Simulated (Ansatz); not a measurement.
## RbMgCO₃F: 17O NMR of the central transition

Cell: a Materials Project structure (computed, not necessarily an observed phase), taken as it stands.

Space group P-62m (No. 189); a = 9.1729, c = 4.0178 Å, γ = 120.00°.

| site | Wyckoff | site symmetry | x | y | z |
| --- | --- | --- | --- | --- | --- |
| Rb | 3f | m2m | 0.0000 | 0.3825 | 0.0000 |
| Mg | 3g | m2m | 0.0000 | 0.7188 | 0.5000 |
| C7 | 2d | -6.. | 0.6667 | 0.3333 | 0.5000 |
| C9 | 1b | -62m | 0.0000 | 0.0000 | 0.5000 |
| O10 | 6k | m.. | 0.7990 | 0.4823 | 0.5000 |
| O16 | 3g | m2m | 0.0000 | 0.1415 | 0.5000 |
| F | 3f | m2m | 0.7211 | 0.0000 | 0.0000 |

One atom of each set is listed.

Method: Kohn–Sham DFT in Ansatz, PBE, plane waves and PAW, scalar-relativistic, 420 eV cutoff, Γ-centred 3×3×6 k-points, Fermi–Dirac smearing 0.02 eV.

17O has I = 5/2 and Q = -25.58 mb (Pyykkö 2018); at 28.2 T its Larmor frequency is ν₀ = 162.8 MHz. Only the quadrupole interaction is simulated: positions count from each site's isotropic chemical shift, and J coupling is left out, as are shift anisotropy and dipolar coupling, which fast spinning averages.

Q: What does the 17O spectrum (fast magic-angle spinning) show for each site?

A: 

```tsv
site	first shell	C_Q (MHz)	η	P_Q (MHz)	δ_QIS (ppm)	breadth (kHz)
O10	1 C at 1.30 Å, 1 Mg at 2.03 Å, angle 178°; also 4 Rb at 3.16–3.23 Å	-8.06	0.84	8.97	-18.2	6.67
O16	1 C at 1.30 Å, 2 Mg at 2.23 Å; also 2 Rb at 2.99 Å	-7.08	0.47	7.34	-12.2	4.60
```

δ_QIS = −(ν_Q²/30ν₀²)[I(I+1) − 3/4](1 + η²/3) × 10⁶ ppm with ν_Q = 3|C_Q|/[2I(2I−1)]; it falls as 1/B₀² in ppm, and the breadth as 1/B₀ in kHz.

At O16 V_zz points along its shortest bond, to C (within 1°).

The largest force is 0.3 eV/Å, so the atoms aren't at the calculated equilibrium and relaxing them would move these values.
